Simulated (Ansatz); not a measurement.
Starting cell, Na (bcc, W type):

```
Na
1.0
   -4.19680     4.19680     4.19680
    2.09840    -2.09840     2.09840
    2.09840     2.09840    -2.09840
Na
2
Direct
  0.00000   0.00000   0.00000
  0.50000   0.00000   0.00000
```

In this cell atom 1 (Na, nearest neighbour Na at 3.635 Å; its periodic images, 3.6 Å or more away, move with it) is moved by s along Cartesian [110], unit vector (0.707, 0.707, 0.000); all other atoms and the cell stay fixed.

All values below come from PBE (plane waves to 420 eV, PAW, scalar-relativistic; Ansatz, a quantum-chemistry and plane-wave program). k mesh 13×13×13 (Γ-centred), Fermi-Dirac smearing 0.05 eV. Energies are smeared free energies. Stress and pressure are positive under compression. With partly filled bands, energies and forces of such displacements shift with the k mesh and the smearing. F∥ is the force on the atom along that direction. Na was relaxed with its symmetry unable to fall. The PAW data are Ansatz's earlier set. The zero of ΔE is the undisplaced structure.

```json
[
 {"s (Å)": "-1.090", "F∥ (eV/Å)": "0.460", "ΔE (eV/cell)": "[?]", "P (GPa)": "0.8"},
 {"s (Å)": "-0.872", "F∥ (eV/Å)": "0.352", "ΔE (eV/cell)": "0.144", "P (GPa)": "0.5"},
 {"s (Å)": "-0.654", "F∥ (eV/Å)": "0.251", "ΔE (eV/cell)": "[?]", "P (GPa)": "0.3"},
 {"s (Å)": "-0.436", "F∥ (eV/Å)": "0.160", "ΔE (eV/cell)": "0.034", "P (GPa)": "0.1"},
 {"s (Å)": "-0.218", "F∥ (eV/Å)": "0.077", "ΔE (eV/cell)": "0.008", "P (GPa)": "0.0"},
 {"s (Å)": "0.000", "F∥ (eV/Å)": "0.000", "ΔE (eV/cell)": "0.000", "P (GPa)": "0.0"},
 {"s (Å)": "0.218", "F∥ (eV/Å)": "-0.077", "ΔE (eV/cell)": "0.008", "P (GPa)": "0.0"},
 {"s (Å)": "0.436", "F∥ (eV/Å)": "-0.160", "ΔE (eV/cell)": "0.034", "P (GPa)": "0.1"},
 {"s (Å)": "0.654", "F∥ (eV/Å)": "-0.251", "ΔE (eV/cell)": "[?]", "P (GPa)": "0.3"},
 {"s (Å)": "0.872", "F∥ (eV/Å)": "-0.352", "ΔE (eV/cell)": "0.144", "P (GPa)": "0.5"},
 {"s (Å)": "1.090", "F∥ (eV/Å)": "-0.460", "ΔE (eV/cell)": "[?]", "P (GPa)": "0.8"}
]
```

Problem. Complete the blanks.

Solution. 
- -1.090, ΔE (eV/cell): 0.233
- -0.654, ΔE (eV/cell): 0.079
- 0.654, ΔE (eV/cell): 0.079
- 1.090, ΔE (eV/cell): 0.233

(For displaced atoms, the force is minus the slope of the energy, and its curvature is a force constant, which sets phonon frequencies.)
